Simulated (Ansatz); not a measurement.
CeO2:
```
CELL_PARAMETERS angstrom
      5.10785     0.00000     0.00000
      0.00000     5.10785     0.00000
      0.00000     0.00000     3.62277
ATOMIC_POSITIONS crystal
  Ce 0.50000 0.50000 0.50000
  Ce 0.00000 0.00000 0.00000
  O  0.81221 0.18779 0.50000
  O  0.18779 0.81221 0.50000
  O  0.31221 0.31221 0.00000
  O  0.68779 0.68779 0.00000
```

Relaxed with r²SCAN. Special points in fractions of this cell's reciprocal vectors: Γ (0.000, 0.000, 0.000); X (0.000, 0.500, 0.000); M (0.500, 0.500, 0.000); Z (0.000, 0.000, 0.500); R (0.000, 0.500, 0.500); A (0.500, 0.500, 0.500).

List the band energies nearest the valence-band maximum at these points for plane-wave PAW r²SCAN with spin–orbit coupling (Ansatz code).

In eV from the valence-band maximum; about four levels below and three above (degenerate sets whole), none deeper than 8.9 eV; points with the same levels are listed once.

| k | below | above |
|---|---|---|
| Γ | -0.28 -0.28 0.00 0.00 | 2.30 2.30 2.39 2.39 |
| X | -0.53 -0.53 -0.53 -0.53 | 2.33 2.33 2.33 2.33 |
| M | -0.51 -0.51 -0.51 -0.51 | 2.27 2.27 2.27 2.27 |
| Z | -0.09 -0.09 -0.09 -0.09 | 2.40 2.40 2.40 2.40 |
| R | -0.45 -0.45 -0.23 -0.23 | 2.30 2.30 2.34 2.34 |
| A | -0.44 -0.44 -0.44 -0.44 | 2.34 2.34 2.34 2.34 |

Space group P4_2/mnm (rutile). The first step of the workflow began from a Materials Project structure, measured or hypothetical; the Crystallography Open Database copy checked does not list it. It is not the phase usual at ambient conditions (space group No. 225). The r²SCAN relaxation kept the symmetry of its start; its stability against distortions is not shown here. No spin polarisation was allowed. The 4f shell is in the valence. No Hubbard U is applied.

Potentials: the later of the program's two PAW sets.
